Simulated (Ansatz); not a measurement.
## LuTl3: strain and displacement

```
Lu Tl
1.0
     4.65300    0.00000    0.00000
     0.00000    4.65300    0.00000
     0.00000    0.00000    4.65300
Lu Tl
1 3
Direct
  0.00000 0.00000 0.00000
  0.00000 0.50000 0.50000
  0.50000 0.00000 0.50000
  0.50000 0.50000 0.00000
```

Atoms are numbered in the order listed.

The cell is COD entry 1538927, as deposited and not checked against the literature; nothing was relaxed.

No spin–orbit coupling, which matters for the heavy atoms here.

Computed with Ansatz 0.2.0, DFT, PBEsol, all-electron LAPW, scalar-relativistic.

Numerical set-up: a Γ-centred 7×7×7 k mesh, Fermi–Dirac smearing of 0.08 eV, basis error target 1 meV/atom, no spin polarisation.

The unchanged cell is at -0.31 GPa.

In a metal, stresses and small energies carry noise from the k mesh.

x, y and z are the Cartesian axes of the cell as listed; fractional coordinates follow a strain, and an engineering shear is twice the off-diagonal strain component.

One change gave: energy change under 1 meV/atom; stress change (xx, yy, zz, yz, xz, xy) 0.02, 0.02, 0.02, -0.20, -0.20, -0.20 GPa, compression positive. Which change was it?
A. equal xy, yz and zx engineering shear strains of +2 %
B. equal xy, yz and zx engineering shear strains of -2 %
C. equal xy, yz and zx engineering shear strains of +1 %
D. equal xy, yz and zx engineering shear strains of -1 %

C. For equal xy, yz and zx engineering shear strains of -2 %: energy change +2 meV/atom; stress change (xx, yy, zz, yz, xz, xy) 0.08, 0.08, 0.08, 0.39, 0.39, 0.39 GPa, compression positive. For equal xy, yz and zx engineering shear strains of -1 %: energy change under 1 meV/atom; stress change (xx, yy, zz, yz, xz, xy) 0.02, 0.02, 0.02, 0.20, 0.20, 0.20 GPa, compression positive. For equal xy, yz and zx engineering shear strains of +2 %: energy change +2 meV/atom; stress change (xx, yy, zz, yz, xz, xy) 0.08, 0.08, 0.08, -0.39, -0.39, -0.39 GPa, compression positive.
